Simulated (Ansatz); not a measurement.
# ZrBeB: strain energy, fitted

ZrBeB, P-6m2, a = 3.395 Å, c = 3.451 Å. The structure is a Materials Project entry; whether it is the stable form wasn't checked. Ansatz: PBEsol, PAW, 420 eV, Γ-centred 15×15×12 mesh on 3 atoms, Gaussian smearing 0.10 eV; no spin polarisation. Series: equal strain along all axes, cell held, atoms fixed by symmetry; x is the strain in per cent. y is the free energy over the unstrained cell, V0 = 11.483 Å³/atom.

```tsv
x (%)	y (meV/atom)
-6.0	?
-4.0	104.45
-2.0	24.70
0.0	0.00
2.0	22.10
4.0	83.47
6.0	177.64
```

Task: Fit y = c2 x² + c3 x³ to the other rows, turn c2 into a modulus, and predict the missing energy.

Result: Least squares on the rows shown. y = 5.8835 x² − 0.15904 x³. In eV per unit strain² c2 is 58.83; the stiffness is B for this strain (E = 9/2 B V0 ε², shape held): 2 × 58.83 × 160.2 / (9 × 11.483) = 182 GPa. At x = -6.0 the fit asked for gives 246.16 meV/atom. The run gave 247.21 meV/atom, so the fit is 1.05 meV/atom too low, 0.42 % of the span of the series, against an rms of 0.26 meV/atom on the fitted rows. The row lies outside the fitted range. With a term in x⁴ added, a fit to the same known rows predicts 248.41 meV/atom, which misses by about as much or more on the other side: the known rows don't fix the higher terms.